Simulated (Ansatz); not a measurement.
Computed properties of ZnCdTe₂

ZnCdTe₂:
```
CELL_PARAMETERS angstrom
      2.21509     1.27889     7.28465
     -2.21509     1.27889     7.28465
      0.00000    -2.55777     7.28465
ATOMIC_POSITIONS crystal
  Zn 0.49934 0.49934 0.49934
  Cd 0.00161 0.00161 0.00161
  Te 0.12959 0.12959 0.12959
  Te 0.61948 0.61948 0.61948
```

Space group R3m (No. 160); conventional cell a = 4.4302 Å, b = 4.4302 Å, c = 21.8540 Å, α = 90.00°, β = 90.00°, γ = 120.00°.

Method: PBEsol (plane waves, PAW; program Ansatz). The cell and atoms are relaxed at this level. Other levels are named where they apply.

Cell and energy:

```json
{
 "volume_per_atom": "30.95 Å³",
 "density": "5.81 g/cm³",
 "Formation energy from the elements (no fitted shifts)": "-0.37 eV/atom"
}
```

Electronic structure:

```json
{
  "band_gap": "0.71 eV (direct)",
  "valence_band_maximum": "at Γ",
  "conduction_band_minimum": "at Γ",
  "electron_effective_mass": "0.064, 0.064, 0.078 mₑ (principal values)",
  "Hole effective mass, band 1 of 2 at the edge": "0.69 along x, 1.1 along z (mₑ)",
  "Hole effective mass, band 2 of 2 at the edge": "0.060 along x, 1.1 along z (mₑ)",
  "Hole effective mass with spin–orbit coupling": "0.072, 0.072, 1.1 mₑ (principal values)",
  "HSE06 gap on the PBEsol cell": "1.73 eV",
  "Gap with spin–orbit coupling": "0.44 eV"
}
```

Mechanics:

```json
{
  "Bulk modulus (Birch–Murnaghan fit)": "44.7 GPa",
  "Pressure derivative B′": "4.7"
}
```

Dielectric response:

```json
{
 "Electronic dielectric constant ε∞ (DFPT)": "9.18 (xx = yy), 9.23 (zz)",
 "Born charges (a third of the trace)": "Zn +2.09, Cd +2.11, Te -2.10 e"
}
```

The workflow started from a Materials Project entry (that database holds measured and hypothetical structures alike); the Crystallography Open Database copy checked does not list it. Whether it is the stable phase at ambient conditions was not checked. The cell was relaxed with PBEsol under the symmetry of its start; whether a distortion lowers the energy is not shown. The references are the lowest solids computed at this level, not always the standard phases. Scalar-relativistic: spin–orbit coupling is off unless named, which matters more the heavier the elements.

Potentials: the later of the program's two PAW sets.
